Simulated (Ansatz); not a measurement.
BN:
```yaml
crystal:
  lattice:
    - [4.40272, 0.00000, 0.00000]
    - [0.00000, 4.40272, 0.00000]
    - [0.00000, 0.00000, 2.53888]
  atoms:
    - { symbol: B, position: [0.17418, 0.17418, 0.00000] }
    - { symbol: B, position: [0.82582, 0.82582, 0.00000] }
    - { symbol: N, position: [0.81228, 0.18772, 0.00000] }
    - { symbol: N, position: [0.18772, 0.81228, 0.00000] }
    - { symbol: N, position: [0.68772, 0.68772, 0.50000] }
    - { symbol: N, position: [0.31228, 0.31228, 0.50000] }
    - { symbol: B, position: [0.32582, 0.67418, 0.50000] }
    - { symbol: B, position: [0.67418, 0.32582, 0.50000] }
```

Relaxed with r²SCAN.

Question: Map the electron localisation function on the plane through (0.174, 0.174, 0.000) spanned by u = [0, 0, 1] and v = [1, 1, 0] in lattice vectors, from plane-wave PAW r²SCAN (Ansatz code).

Answer: x is the fraction of u, y of v (the angle between them is 90°; rows are the nearest grid lines); atoms in the plane: B at (0.00, 0.00), B at (0.00, 0.65), N at (0.50, 0.51), N at (0.50, 0.14).
```
|00147777777774100|
|00023444444432000|
|33221100000112233|
|33211000000011233|
|22111000000011122|
|33221000000012233|
|33221100000112233|
|11112222122221111|
|00157887778875100|
|01589998889998510|
|23899987678999832|
|34788741014788743|
|12577752125777521|
|00245778887754200|
|00023566766532000|
|00001233333210000|
|00011234443211000|
|00124567776542100|
|00246778887764200|
|23578741014787532|
|34789851015898743|
|35899974247999853|
|00489998889998400|
|00147777777774100|
```
Scale: ten equal steps from -0.001 (start of '0') to 0.934 (end of '9'), in the order '0123456789'; x runs from 0.000 to 1.00, y from 0.000 (bottom) to 1.00 (top).

The density is the valence pseudo-density with augmentation charge, so density and ELF within about 1 Å of a nucleus are not all-electron values.

Space group P4_2/mnm. The start of the workflow was typed in or built on a structure type; the Crystallography Open Database copy checked does not list it. It is not the phase usual at ambient conditions (space group No. 186, 194, 216). Symmetry was held in the r²SCAN relaxation; its stability against distortions is not shown here.

Potentials: the later of the program's two PAW sets.
